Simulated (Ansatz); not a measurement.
**Sensitivity of the gradients in PtSe2 to the input**

Cell: a Materials Project structure (computed, not necessarily an observed phase), taken as it stands.

```
Pt Se
1.0
     3.71731    0.00000    0.00000
    -1.85865    3.21928    0.00000
     0.00000    0.00000    5.82007
Pt Se
1 2
Direct
  0.00000 0.00000 0.00000
  0.66667 0.33333 0.77461
  0.33333 0.66667 0.22539
```

Sites (sets of like atoms) are named by element and the number of their first atom in this list.

Reference run. All values are calculated (Ansatz; DFT, PBE, plane waves and PAW, scalar-relativistic, 420 eV cutoff, Γ-centred 9×9×5 k-points, Fermi–Dirac smearing 0.02 eV), not measured.

**Question.** The input is changed as follows: `scf.occupations`: {method: fermi_dirac, width: 0.02} → {method: gaussian, width: 1.0}; `scf.max_iter`: not typed → 75. What happens to V_zz (10²¹ V/m²) and η?

**Answer.** 

```
site  atom  V_zz reference  η reference  V_zz changed  η changed
  Pt     1            8.37         0.00          7.39       0.00
  Se     2           -8.07         0.00         -6.66       0.00
```

The largest change of V_zz is on Se, from -8.07 to -6.66. In per cent, |V_zz| changes by -12 on Pt, -17 on Se (all sites that start above 0.5). At these positions the changed run has forces up to 0.3 eV/Å, so its atoms aren't at their own equilibrium. SCF iterations: 7 and 6. The changed input holds a smearing of electronvolts, so its numbers aren't properties of the crystal.

On the reference run: Spin–orbit coupling is left out, which shifts gradients on Pt by a few per cent in wide-gap crystals, and can shift them far more where the calculated gap is small or absent, as here.
